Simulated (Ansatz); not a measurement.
NbAu₂: zone-centre modes under pressure

NbAu₂, P6/mmm, a = 4.589 Å, c = 2.711 Å. The structure is a COD entry; whether it is the stable form wasn't checked. Ansatz: LDA, PAW, 420 eV, Γ-centred 12×12×16 mesh on 3 atoms, Fermi-Dirac smearing 0.15 eV; no spin polarisation. Cell and atoms are relaxed at each pressure with the symmetry kept; optical modes at Γ by linear response, in cm⁻¹, matched by rank (the highest 3 distinct ones).

```tsv
P (GPa)	V (Å³/atom)	ω1	ω2	ω3
0	16.478	114.5	156.8	181.4
3	16.262	118.8	163.2	186.8
10	15.819	?	?	?
```

Q: Get each mode's Grüneisen parameter γ = −d ln ω/d ln V from the other rows and predict the missing frequencies.

A: ln(V/V0) = 0.0000, -0.0132, -0.0408; a line through ln(ω/ω0) of the 2 known rows gives ω1: γ = 2.793, predicted 128.3, computed 127.8; ω2: γ = 3.031, predicted 177.4, computed 176.7; ω3: γ = 2.222, predicted 198.6, computed 198.2. The worst miss is 0.4 %, or 4 % of the shift under pressure, so a constant γ serves at that level. In a metal these frequencies hang on the mesh and smearing.

Spin–orbit coupling is left out, which can shift energies with elements as heavy as these.